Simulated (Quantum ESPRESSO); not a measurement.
## Ta3Ru2TiAu2 (input and log of a self-consistent run)

Computed values, not a measurement. The program is pw.x of Quantum ESPRESSO 7.5 (plane-wave density functional theory). The cell is made up: eight metal atoms on a hexagonal close-packed lattice, with elements, volume, strain and displacements drawn at random and not relaxed, so it may be unstable or far from any real phase. PseudoDojo standard norm-conserving files set the functional (PBE unless stated); there is no spin polarisation or spin-orbit coupling, the Fermi-Dirac width of 0.25 eV means electrons at about 2900 K, and the masses in the input are unused placeholders. Heavy elements are run without spin-orbit coupling, which real alloys of them have. A spin test at this wide smearing found no moment, but such smearing suppresses magnetism that the real alloy may have.

Input:

```
&control calculation='scf', pseudo_dir='./dojo.nc.sr.pbe.v0_5.standard.upf', outdir='./o', disk_io='minimal', tprnfor=.true., tstress=.true. /
&system ibrav=0, nat=8, ntyp=4, nbnd=77, ecutwfc=84.00895049, nosym=.true., tot_charge=0,
 occupations='smearing', smearing='fd', degauss=0.0183746611
/
&electrons conv_thr=1.470e-08, electron_maxstep=70, mixing_beta=0.5 /
ATOMIC_SPECIES
Au 1.0 Au.upf
Ru 1.0 Ru.upf
Ta 1.0 Ta.upf
Ti 1.0 Ti.upf
CELL_PARAMETERS angstrom
2.9064 0.0 4.7388
2.9064 0.0 -4.7388
-2.9064 5.034 0.0
ATOMIC_POSITIONS angstrom
Ta 0.0299 -0.0421 0.0701
Ta -1.577 2.5521 -0.0551
Ru 2.888 1.5552 -2.4442
Ti 1.4718 4.1663 -2.5143
Ta 2.9617 -0.0137 -0.0416
Au 1.4505 2.5519 -0.0495
Au 2.975 1.6715 2.2961
Ru 1.5137 4.159 2.3801
K_POINTS automatic
5 5 5 1 1 1
```

The log is shortened where brackets say so; the opening notice, blank lines, dates and the lines on written files are dropped, and the path of the files is cut. It prints rydbergs, bohrs and kilobars, and counts compression as positive stress. Its total energy is the free energy E - TS of the whole cell.

```
     Program PWSCF v.7.5
     Parallel version (MPI & OpenMP), running on       4 processor cores
     Number of MPI processes:                 4
     Threads/MPI process:                     1
     [start-up lines left out]
     bravais-lattice index     =            0
     lattice parameter (alat)  =      10.5051  a.u.
     unit-cell volume          =     935.7581 (a.u.)^3
     number of atoms/cell      =            8
     number of atomic types    =            4
     number of electrons       =       121.00
     number of Kohn-Sham states=           77
     kinetic-energy cutoff     =      84.0090  Ry
     charge density cutoff     =     336.0358  Ry
     scf convergence threshold =      1.5E-08
     mixing beta               =       0.5000
     number of iterations used =            8  plain     mixing
     Exchange-correlation= PBE
                           (   1   4   3   4   0   0   0)
     [axes and pseudopotential details left out]
   Cartesian axes
     site n.     atom                  positions (alat units)
         1        Ta     tau(   1) = (   0.0053786  -0.0075732   0.0126100  )
         2        Ta     tau(   2) = (  -0.2836800   0.4590866  -0.0099117  )
         3        Ru     tau(   3) = (   0.5195103   0.2797584  -0.4396770  )
         4        Ti     tau(   4) = (   0.2647560   0.7494584  -0.4522870  )
         5        Ta     tau(   5) = (   0.5327679  -0.0024644  -0.0074833  )
         6        Au     tau(   6) = (   0.2609244   0.4590507  -0.0089043  )
         7        Au     tau(   7) = (   0.5351604   0.3006792   0.4130359  )
         8        Ru     tau(   8) = (   0.2722932   0.7481452   0.4281463  )
     number of k points=    63  Fermi-Dirac smearing, width (Ry)=  0.0184
                       cart. coord. in units 2pi/alat
        k(    1) = (   0.1912703   0.2208614   0.0000000), wk =   0.0320000
        k(    2) = (   0.1912703   0.4417228   0.0000000), wk =   0.0320000
     [further k points left out]
     Dense  grid:    97367 G-vectors     FFT dimensions: (  64,  64,  72)
     Estimated max dynamical RAM per process >     422.43 MB
     Estimated total dynamical RAM >       1.58 GB
     Initial potential from superposition of free atoms
     starting charge     120.9939, renormalised to     121.0000
     Starting wfcs are   80 randomized atomic wfcs
     total cpu time spent up to now is       10.8 secs
     per-process dynamical memory:   335.4 Mb
     Self-consistent Calculation
     iteration #  1     ecut=    84.01 Ry     beta= 0.50
     Davidson diagonalization with overlap
     ethr =  1.00E-02,  avg # of iterations =  3.6
     total cpu time spent up to now is       40.4 secs
     total energy              =   -1503.72728346 Ry
     estimated scf accuracy    <       4.77551410 Ry
     iteration #  2     ecut=    84.01 Ry     beta= 0.50
     Davidson diagonalization with overlap
     ethr =  3.95E-03,  avg # of iterations =  3.0
     total cpu time spent up to now is       73.9 secs
     total energy              =   -1504.72918391 Ry
     estimated scf accuracy    <      21.01606564 Ry
     iteration #  3     ecut=    84.01 Ry     beta= 0.50
     Davidson diagonalization with overlap
     ethr =  3.95E-03,  avg # of iterations =  2.0
     total cpu time spent up to now is       99.8 secs
     total energy              =   -1506.17374742 Ry
     estimated scf accuracy    <       3.63980964 Ry
     iteration #  4     ecut=    84.01 Ry     beta= 0.50
     Davidson diagonalization with overlap
     ethr =  3.01E-03,  avg # of iterations =  2.9
     total cpu time spent up to now is      124.6 secs
     total energy              =   -1506.39927070 Ry
     estimated scf accuracy    <       0.68785326 Ry
     iteration #  5     ecut=    84.01 Ry     beta= 0.50
     Davidson diagonalization with overlap
     ethr =  5.68E-04,  avg # of iterations =  5.9
     total cpu time spent up to now is      156.8 secs
     total energy              =   -1506.45039486 Ry
     estimated scf accuracy    <       0.21939806 Ry
     [iterations 6 to 11 left out]
     iteration # 12     ecut=    84.01 Ry     beta= 0.50
     Davidson diagonalization with overlap
     ethr =  1.88E-07,  avg # of iterations =  1.9
     total cpu time spent up to now is      328.3 secs
     total energy              =   -1506.49070112 Ry
     estimated scf accuracy    <       0.00002464 Ry
     iteration # 13     ecut=    84.01 Ry     beta= 0.50
     Davidson diagonalization with overlap
     ethr =  2.04E-08,  avg # of iterations =  2.0
     total cpu time spent up to now is      352.8 secs
     total energy              =   -1506.49070380 Ry
     estimated scf accuracy    <       0.00000958 Ry
     iteration # 14     ecut=    84.01 Ry     beta= 0.50
     Davidson diagonalization with overlap
     ethr =  7.92E-09,  avg # of iterations =  2.0
     total cpu time spent up to now is      376.1 secs
     total energy              =   -1506.49070517 Ry
     estimated scf accuracy    <       0.00000078 Ry
     iteration # 15     ecut=    84.01 Ry     beta= 0.50
     Davidson diagonalization with overlap
     ethr =  6.47E-10,  avg # of iterations =  2.5
     total cpu time spent up to now is      401.8 secs
     total energy              =   -1506.49070527 Ry
     estimated scf accuracy    <       0.00000003 Ry
     iteration # 16     ecut=    84.01 Ry     beta= 0.50
     Davidson diagonalization with overlap
     ethr =  2.79E-11,  avg # of iterations =  4.8
     total cpu time spent up to now is      430.6 secs
     End of self-consistent calculation
     [lines on levels left out]
!    total energy              =   -1506.49070527 Ry
     estimated scf accuracy    <       0.00000001 Ry
     smearing contrib. (-TS)   =      -0.13045230 Ry
     internal energy E=F+TS    =   -1506.36025297 Ry
     The total energy is F=E-TS. E is the sum of the following terms:
     one-electron contribution =    -393.16288789 Ry
     hartree contribution      =     258.70039178 Ry
     xc contribution           =    -278.42401155 Ry
     ewald contribution        =   -1093.47374531 Ry
     convergence has been achieved in  16 iterations
     Forces acting on atoms (cartesian axes, Ry/au):
     atom    1 type  3   force =    -0.01301808    0.05005863   -0.02163078
     atom    2 type  3   force =     0.03967889   -0.01623603   -0.05005713
     atom    3 type  2   force =     0.02768731    0.01675378    0.00096116
     atom    4 type  4   force =     0.01804624   -0.00900853    0.06229378
     atom    5 type  3   force =    -0.01176040    0.00056599   -0.01564758
     atom    6 type  1   force =    -0.02131405   -0.00741844    0.00550288
     atom    7 type  1   force =    -0.02235045   -0.02010081    0.02147272
     atom    8 type  2   force =    -0.01696945   -0.01461459   -0.00289505
     Total force =     0.124981     Total SCF correction =     0.000399
     Computing stress (Cartesian axis) and pressure
          total   stress  (Ry/bohr**3)                   (kbar)     P=      -47.80
  -0.00034631   0.00012395  -0.00006195          -50.94       18.23       -9.11
   0.00012395  -0.00021870   0.00002504           18.23      -32.17        3.68
  -0.00006195   0.00002504  -0.00040984           -9.11        3.68      -60.29
     init_run     :      9.86s CPU     10.23s WALL (       1 calls)
     electrons    :    412.20s CPU    419.73s WALL (       1 calls)
     forces       :      3.38s CPU      3.39s WALL (       1 calls)
     stress       :     10.90s CPU     10.91s WALL (       1 calls)
     [timing details left out]
     PWSCF        :   7m16.96s CPU   7m24.91s WALL
     JOB DONE.
```

In other units: free energy -20496.850 eV for the cell, pressure -4.78 GPa, largest force component 1.602 eV/Å in size. The run took 447 s of wall time with four MPI processes on a shared machine (Intel Xeon, 2023 or later, virtual cores), so the time is rough. A rerun of this cell at a higher cutoff and on a denser mesh moved values by no more than 0.003 eV in energy, 0.02 GPa in stress and 0.004 eV/Å in force, and a second program with other atomic files agreed on that cell to 2 % rms in force and 0.5 GPa in pressure.